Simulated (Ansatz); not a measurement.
Task: Each is relaxed and computed with LDA (plane waves, PAW; program Ansatz). Which is the only one with a gap?
A. TiSi2, Fddd (Ti on 8b, Si on 16f)
B. Ti3AlC, anti-perovskite
C. BaTiO3, R3m (Ba on 3a, Ti on 3a, O on 9b)
D. TiC, rock salt

Result: C, BaTiO3, R3m (Ba on 3a, Ti on 3a, O on 9b). BaTiO3: gap 2.15 eV (indirect); Ti3AlC: metal; TiSi2: metal; TiC: metal. Not the usual ambient phase: BaTiO3, R3m (Ba on 3a, Ti on 3a, O on 9b). Standing as an ambient phase not checked: Ti3AlC, anti-perovskite. All cells were relaxed under the symmetry of their starts (and spin orders); stability against distortions was not tested throughout. Named crystals with no word on spin ran without spin polarisation. Spin–orbit coupling is left out wherever it is not named.

Potentials: the earlier of the program's two PAW sets. The files were generated under PBE; for other functionals the program regenerates the frozen cores, and for LDA and PBEsol the local potential too.
